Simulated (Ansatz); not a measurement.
BaSn:
```
BaSn
1.0
    2.68685    -6.31832     0.00000
    2.68685     6.31832     0.00000
    0.00000     0.00000     4.70649
Ba Sn
2 2
Cartesian
  2.68685   4.61942   3.52987
  2.68685  -4.61942   1.17662
  2.68685   0.91813   3.52987
  2.68685  -0.91813   1.17662
```

Relaxed with r²SCAN. Special points in fractions of this cell's reciprocal vectors: Γ (0.000, 0.000, 0.000); Y (-0.500, 0.500, 0.000); C0 (-0.295, 0.705, 0.000); Σ0 (0.295, 0.295, 0.000); Z (0.000, 0.000, 0.500); A0 (0.295, 0.295, 0.500); E0 (-0.295, 0.705, 0.500); T (-0.500, 0.500, 0.500); S (0.000, 0.500, 0.000); R (0.000, 0.500, 0.500).

### Question
List the band energies nearest the Fermi level at these points for DFT-r²SCAN in the program Ansatz with PAW potentials.

### Answer
In eV from the Fermi level; about four levels below and three above (degenerate sets whole), none deeper than 8.9 eV; points with the same levels are listed once.

```tsv
k	below	above
Γ	-1.73 -1.71 -1.37 -0.31	0.57 1.20 1.89
Y	-1.52 -1.51 -1.25 -0.43	0.07 1.27 1.63
C0	-2.80 -1.90 -1.29 -1.27	0.60 1.15 1.28
Z	-2.32 -2.32 -1.55 -1.55	0.11 0.11 2.61 2.61
A0	-2.44 -2.44 -1.07 -1.07	0.59 0.59 2.22 2.22
T	-2.84 -2.84 -1.24 -1.24	0.78 0.78 2.05 2.05
S	-2.85 -1.91 -1.66 -1.19	0.90 0.97 1.63
R	-2.26 -2.26 -1.16 -1.16	0.39 0.39 3.10 3.10
```

Space group Cmcm. The first step of the workflow began from a Materials Project structure, measured or hypothetical; the Crystallography Open Database files this formula in space group No. 63, but the cells were not matched. Whether it is the stable phase at ambient conditions was not checked. The r²SCAN relaxation kept the symmetry of its start; whether a distortion lowers the energy is not shown. Scalar-relativistic: spin–orbit coupling is off unless named, which matters more the heavier the elements.

Potentials: the later of the program's two PAW sets.
